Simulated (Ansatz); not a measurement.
BN in space group P6_3mc (No. 186; B on 2a, B on 2b, N on 2a, N on 2b) under volume change, the program Ansatz at the HSE06 level (PAW), shape and atoms relaxed at each volume.

| V (Å³/atom) | E − E(relaxed) (meV/atom) | P (GPa) |
|---|---|---|
| 5.297 | 68.7 | 45.16 |
| 5.471 | [?] | [?] |
| 5.646 | 6.9 | 13.01 |
| 5.820 | 0.0 | 0.00 |
| 5.995 | 6.3 | -11.32 |
| 6.170 | 24.1 | -21.17 |
| 6.344 | [?] | [?] |

Fill in the missing entries.


- 5.471, E − E(relaxed) (meV/atom): 29.1
- 5.471, P (GPa): 27.95
- 6.344, E − E(relaxed) (meV/atom): 52.0
- 6.344, P (GPa): -29.76

What does a third-order Birch–Murnaghan fit give for V₀, B₀ and B′?

V₀ = 5.82 Å³/atom, B₀ = 404 GPa, B′ = 3.6.

The cell is a constructed one: a structure type filled with these elements. Its sites differ from those of the usual phase in this space group: another stacking or structure type. Symmetry was held in the HSE06 relaxation; whether a distortion lowers the energy is not shown.

Potentials: the later of the program's two PAW sets.
